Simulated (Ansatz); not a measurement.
SnC3, ordered on the diamond lattice (P-4m2) with 4 atoms a cell at its r2SCAN geometry, in Ansatz 0.2.0. One PBEsol run serves as the base. The settings are then varied one at a time, some on purpose to values that make no sense. Doubtful ones may also carry a cap on iterations. All numbers are computed, and spin polarisation is off unless an edit sets a moment.

Base input:
```yaml
crystal:
  lattice:
    - [2.9788882431, 0.0, 0.0]
    - [0.0, 2.9788882431, 0.0]
    - [0.0, 0.0, 4.6435166754]
  atoms:
    - { symbol: C, position: [0.5, 0.0, 0.820363275] }
    - { symbol: C, position: [0.5, 0.5, 0.0] }
    - { symbol: C, position: [0.0, 0.5, 0.179636725] }
    - { symbol: Sn, position: [0.0, 0.0, 0.5] }
kpoints:
  mp_grid: { grid: [6, 6, 4] }
hamiltonian:
  xc: pbesol
scf:
  occupations: { method: fixed }
  n_extra_bands: 5
output:
  forces: true
  stress: true
  eigenvalues: true
```

Base results:
```
Basis set: ecut = 420 eV, 779 PW (Γ)
Symmetry: 8 space group operations
Space group: P-4m2 (ITA 115)
k-points: 30 of 144 (time reversal used)
SCF converged after 7 iterations
Free energy (F): -6684.008736 eV
Fermi energy:    13.626758 eV
--- Forces (eV/Å), atoms counted from 1 ---
  atom   1  C       0.00000      0.00000      0.32671
  atom   2  C       0.00000      0.00000      0.00000
  atom   3  C       0.00000      0.00000    -0.32671
  atom   4  Sn      0.00000      0.00000      0.00000
--- Stress (GPa, compression-positive) ---
       -3.240599       0.000000       0.000000
        0.000000      -3.240599       0.000000
        0.000000       0.000000      -2.812451
  P = ⅓ Tr σ = -3.0979 GPa (-30.979 kbar)
```
The gap over this mesh is 0.319 eV.

Run as `ansatz run input.yaml --threads 4 --pin off --max-ram 3686MiB --backend cpu --events-out ev --progress --plain --runs-dir out`. Wall time 1.4 s on 4 threads of Arm Neoverse N1 (shared host), load about 0.9 per core; peak host memory 0.31 GiB.

Problem. The input is altered as follows. How does the run end?
```yaml
kpoints:
  mp_grid: { grid: [6, 6, 4], shift: [0.5, 0.5, 0.5] }
```

Solution. The free energy moves by -5.6 meV an atom, the mean stress by +0.13 GPa and the gap on the mesh by +0.755 eV (to 1.074). The gap changes mostly because other points are sampled; a mesh that misses a band edge overestimates it.
Lines that differ from the base's log, and the results:
```
k-points: 12 of 144 (time reversal used)
SCF converged after 8 iterations
Free energy (F): -6684.031331 eV
Fermi energy:    13.140472 eV
--- Forces (eV/Å), atoms counted from 1 ---
  atom   1  C       0.00000      0.00000      0.36994
  atom   2  C       0.00000      0.00000      0.00000
  atom   3  C       0.00000      0.00000    -0.36994
  atom   4  Sn      0.00000      0.00000      0.00000
--- Stress (GPa, compression-positive) ---
       -3.219986       0.000000       0.000000
        0.000000      -3.219986       0.000000
        0.000000       0.000000      -2.474102
  P = ⅓ Tr σ = -2.9714 GPa (-29.714 kbar)
--- Band table (eV; the first three rows and the last of 12) ---
  k-point 0: bands = […, 3.2311, 6.9521, 7.0967, 11.2781, 12.7304, 13.1405, 14.6635, 15.2898, 16.7700, 18.1323, …]
  k-point 1: bands = […, 5.8323, 6.9934, 7.6541, 9.3030, 11.9889, 12.3861, 14.8197, 15.9742, 17.0988, 18.5978, …]
  k-point 2: bands = […, 3.1756, 5.6180, 7.4561, 9.2843, 11.1914, 12.7770, 15.0879, 15.9754, 18.0506, 18.6384, …]
  k-point 11: bands = […, 2.3821, 5.3207, 6.6963, 7.0658, 8.0352, 9.1285, 15.6835, 16.6093, 18.2785, 19.0690, …]
```

Problem. The input is altered as follows. How does the run end?
```yaml
scf:
  eigensolver: { kind: dense }
```

Solution. It converges in 7 iterations, as the base does. The result is the base's, as it should be for a key that only affects how the solution is found.

Problem. Predict the outcome of this edit.
```yaml
scf:
  occupations: { method: tetrahedron }
```

Solution. Energy, stress and gap stay within 1 meV an atom, 0.1 GPa and 0.005 eV of the base.

Problem. These lines are set or replaced. What follows?
```yaml
scf:
  occupations: { method: cold, width: 0.001 }
```

Solution. Energy, stress and gap stay within 1 meV an atom, 0.1 GPa and 0.005 eV of the base. The width is small against the gap, so it doesn't matter.

Problem. What happens with this change?
```yaml
accuracy: high
```

Solution. Energy, stress and gap stay within 1 meV an atom, 0.1 GPa and 0.005 eV of the base. The result hardly depends on this setting here.

Problem. The input is altered as follows. How does the run end?
```yaml
scf:
  n_extra_bands: 1
```

Solution. Energy, stress and gap stay within 1 meV an atom, 0.1 GPa and 0.005 eV of the base. Empty bands don't enter the energy of an insulator with fixed occupations.

No spin-orbit coupling is included; it can move band edges with weight on the heavy atoms by tenths of an eV.
